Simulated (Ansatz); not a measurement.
Polymorphs of PbS, each relaxed with the program Ansatz at the HSE06 level (PAW):

A: zinc blende (F-43m)
a = b = c = 6.6090 Å, α = β = γ = 90.00°

```
atom  site  symmetry       x       y       z
----  ----  --------  ------  ------  ------
S       4c      -43m  0.2500  0.2500  0.2500
Pb      4a      -43m  0.0000  0.0000  0.0000
```

B: P6_3mc
a = b = 4.999 Å, c = 5.989 Å, α = β = 90.00°, γ = 120.00°

```tsv
atom	site	symmetry	x	y	z
Pb	2b	3m.	0.6667	0.3333	0.0621
S	2b	3m.	0.3333	0.6667	0.0631
```

C: rock salt (Fm-3m)
a = b = c = 5.9680 Å, α = β = γ = 90.00°

| atom | site | symmetry | x | y | z |
|---|---|---|---|---|---|
| S | 4a | m-3m | 0.0000 | 0.0000 | 0.0000 |
| Pb | 4b | m-3m | 0.5000 | 0.5000 | 0.5000 |

Task: Rank these by energy per atom at 0 K (lowest first), as HSE06 gives it.

Result: C (+0 meV/atom), B (+94 meV/atom), A (+214 meV/atom)

Task: Give each one's gap.

Result: A 1.30 eV; B 1.96 eV; C 0.86 eV.

Constructed cells (a structure type filled with these elements, in neither database checked): A; B. Not the usual ambient phase: A; B. All cells were relaxed under the symmetry of their starts (and spin orders); stability against distortions was not tested throughout. Scalar-relativistic: spin–orbit coupling is off unless named, which matters more the heavier the elements.

Potentials: the later of the program's two PAW sets.
